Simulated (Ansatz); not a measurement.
According to plane-wave PAW PBE (Ansatz code), BP in the tetragonal phase (P4_2/mnm; B on 4f, P on 4g) relaxes to a = 5.568 Å, c = 3.205 Å. Its formation energy from the elements is -0.29 eV/atom, with no fitted shifts.

The Kohn–Sham gap is 0.47 eV (indirect). The valence maximum lies at Γ and the conduction minimum on the Γ–Z line, 59 % of the way from Γ (2 equivalent valleys). The electron mass is 0.33, 0.33, 0.48 mₑ (principal values).

The bulk modulus is 148 GPa.

The start of the workflow was typed in or built on a structure type; neither database checked (COD, Materials Project) lists it. It is not the phase usual at ambient conditions (space group No. 216). The cell was relaxed with PBE under the symmetry of its start; its stability against distortions is not shown here. The references are the lowest solids computed at this level, not always the standard phases.

Potentials: the earlier of the program's two PAW sets.
